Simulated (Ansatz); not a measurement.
What a trial cell of Sc₂F relaxes into

Theory: Ansatz 0.2.0, DFT r2SCAN, scalar-relativistic, plane waves, PAW. Cutoff 500 eV, Γ-centred k mesh, Gaussian smearing, no spin polarisation in the final step.

Sc₂F was placed on the anti-tetragonal zirconia structure type (P4_2/nmc, No. 137), with F in place of Zr, Sc in place of O, at a guessed volume.

```yaml
crystal:
  lattice:
    - [4.18027, 0.00000, 0.00000]
    - [0.00000, 4.18027, 0.00000]
    - [0.00000, 0.00000, 6.01798]
  atoms:
    - { symbol: Sc, position: [0.00000, 0.50000, 0.20300] }
    - { symbol: Sc, position: [0.00000, 0.50000, 0.70300] }
    - { symbol: Sc, position: [0.50000, 0.00000, 0.29700] }
    - { symbol: Sc, position: [0.50000, 0.00000, 0.79700] }
    - { symbol: F, position: [0.00000, 0.00000, 0.00000] }
    - { symbol: F, position: [0.50000, 0.50000, 0.50000] }
```

Cell and atoms relax at zero pressure; the relaxation can't lower the symmetry of the start. After a coarse first stage the cell is made exact in the group found at 0.06 Å.

Q: Describe the relaxed structure.

A: It keeps P4_2/nmc (No. 137), but not the shape of the type it started on. Conventional cell: a = 3.492 Å, c = 9.660 Å. Sc is coordinated by 2 F at 2.13 Å; F is coordinated by 4 Sc at 2.13 Å.

```
Sc F
1.0
     3.49156    0.00000    0.00000
     0.00000    3.49156    0.00000
     0.00000    0.00000    9.65992
Sc F
4 2
Direct
  0.00000 0.50000 0.12546
  0.00000 0.50000 0.62546
  0.50000 0.00000 0.37454
  0.50000 0.00000 0.87454
  0.00000 0.00000 0.00000
  0.50000 0.50000 0.50000
```

Q: What are its volume, density and gap?

A: The volume per atom is 19.63 Å³ and the density is 3.07 g/cm³. The gap on the 10×10×4 mesh is 0 eV (a metal).

The final run used a 10×10×4 mesh on its 6-atom cell and 0.10 eV smearing. Symmetry constrained the relaxation, so the result can be a saddle point.

Cost: 4 runs of about 9.7 core-minutes in all, on Arm Neoverse V2 (shared hosts).